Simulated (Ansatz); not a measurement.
One starting cell of Mg (a randomly generated symmetric cell of Mg (space group No. 164)) was relaxed twice with Ansatz (plane waves, PAW, scalar-relativistic): with r2SCAN at 500 eV and with PBE at 420 eV. The r2SCAN result:

```cif
data_Mg2
_chemical_formula_sum 'Mg2'
_space_group_name_H-M_alt 'P63/mmc'
_space_group_IT_number 194
_space_group_name_Hall '-P 6c 2c'
_cell_length_a 3.17479
_cell_length_b 3.17479
_cell_length_c 5.18574
_cell_angle_alpha 90.000
_cell_angle_beta 90.000
_cell_angle_gamma 120.000
loop_
_atom_site_label
_atom_site_type_symbol
_atom_site_symmetry_multiplicity
_atom_site_Wyckoff_symbol
_atom_site_fract_x
_atom_site_fract_y
_atom_site_fract_z
_atom_site_occupancy
Mg1 Mg 2 d 0.66667 0.33333 0.25000 1
```

```json
[
 {"quantity": "space group", "r2SCAN": "P6₃/mmc", "PBE": "P6₃/mmc"},
 {"quantity": "volume (Å³/atom)", "r2SCAN": "22.63", "PBE": "[?]"},
 {"quantity": "a (Å)", "r2SCAN": "3.175", "PBE": "[?]"},
 {"quantity": "c (Å)", "r2SCAN": "5.186", "PBE": "[?]"},
 {"quantity": "gap (eV, no spin-orbit coupling)", "r2SCAN": "0.00", "PBE": "[?]"}
]
```

Problem. What does PBE give for the same quantities?

Solution. 
- volume (Å³/atom), PBE: 22.96
- a (Å), PBE: 3.186
- c (Å), PBE: 5.224
- gap (eV, no spin-orbit coupling), PBE: 0.00

Both levels end in the same structure; PBE's volume is 1.5 % larger. Neither column is exact.

No spin polarisation in the result.

The run could not lose the symmetry of its start.

Ansatz is a program for electronic structure.
